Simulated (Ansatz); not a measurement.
The start is a relaxed Nb cell displaced along its unstable phonon at q = (½, 0, 0) of its primitive reciprocal cell (123i cm⁻¹), largest move 0.15 Å. Cell shape, volume and atoms are optimised at zero target pressure with PBEsol (plane waves to 420 eV, PAW, scalar-relativistic; Ansatz, a first-principles code). The first steps use a coarse 7×13×12 k-mesh.

Input geometry:
```yaml
crystal:
  lattice:
    - [2.92029, -4.74586, 0.00000]
    - [1.46014, 2.37293, 0.00000]
    - [0.00000, 0.00000, 2.69703]
  atoms:
    - { symbol: Nb, position: [0.25000, 0.50000, 0.05562] }
    - { symbol: Nb, position: [0.75000, 0.50000, 0.94438] }
```

**Question.** Which atoms feel the largest initial force, and how large is it?

**Answer.** 0.68 eV/Å, on Nb1, Nb2 (atoms numbered as listed).

**Question.** By how much does the energy per atom fall from start to end?

**Answer.** 0.44 eV/atom.

**Question.** Is the parent structure recovered?

**Answer.** It does not go back: it reaches I4/mmm (No. 139), 0.49 eV/atom below the parent.

**Question.** How do the shortest distances between atoms change?

**Answer.** The closest pairs of elements (up to four, under 3.6 Å), start → end: Nb–Nb 2.70 → 2.71 Å.

**Question.** Write out the relaxed structure.

**Answer.** 
Space group I4/mmm (No. 139); a = b = 2.711 Å, c = 4.855 Å, α = β = γ = 90.00°

```csv
atom,site,symmetry,x,y,z
Nb,2a,4/mmm,0.0000,0.0000,0.0000
```
(The calculation used a cell of 1 atom; values per cell refer to that cell.)

Final values are on a 24×24×24 k-mesh of the relaxed cell. No spin polarisation in the result.

The run could not lose the symmetry of its start: the end is stationary, and may be a saddle point rather than a minimum.

The relaxed structure here is a generated cell of Nb: the first start was made by placing the elements on the sites of a structure type, and the end was not matched to a known phase here, so it may be hypothetical. Known forms of Nb include space group No. 229.
